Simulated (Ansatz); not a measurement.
NiSb (CsCl type, Pm-3m) at seven volumes, plane-wave PAW r²SCAN (Ansatz code), scaled uniformly. One row is withheld.

```tsv
V (Å³/atom)	P (GPa)
15.397	13.76
15.905	8.34
16.412	3.74
16.920	0.00
17.427	-3.09
17.935	?
18.443	-7.95
```

Question: Fit the shown pressures and predict the withheld one.

Answer: Third-order Birch–Murnaghan: P = (3/2)B₀(x^(7/2) − x^(5/2))[1 + (3/4)(B′ − 4)(x − 1)] with x = (V₀/V)^(2/3). Least squares on the six rows gives V₀ = 16.921 Å³/atom, B₀ = 114.6 GPa, B′ = 5.08. At V = 17.935, x = 0.9619 and P = -5.75 GPa. The run itself gave -5.72 GPa.

A made-up cell: these elements were put on the sites of a structure type; neither database checked (COD, Materials Project) lists it. COD files the formula under space group No. 194. Whether it is the stable phase at ambient conditions was not checked. The r²SCAN relaxation kept the symmetry of its start; its stability against distortions is not shown here. The workflow began spin-polarised and lost its moments. The cell computed holds one magnetic atom, so no antiferromagnetic order was within reach. Scalar-relativistic: spin–orbit coupling is off unless named, which matters more the heavier the elements.

Potentials: the earlier of the program's two PAW sets. The files were generated under PBE; for other functionals the program regenerates the frozen cores, and for LDA and PBEsol the local potential too.
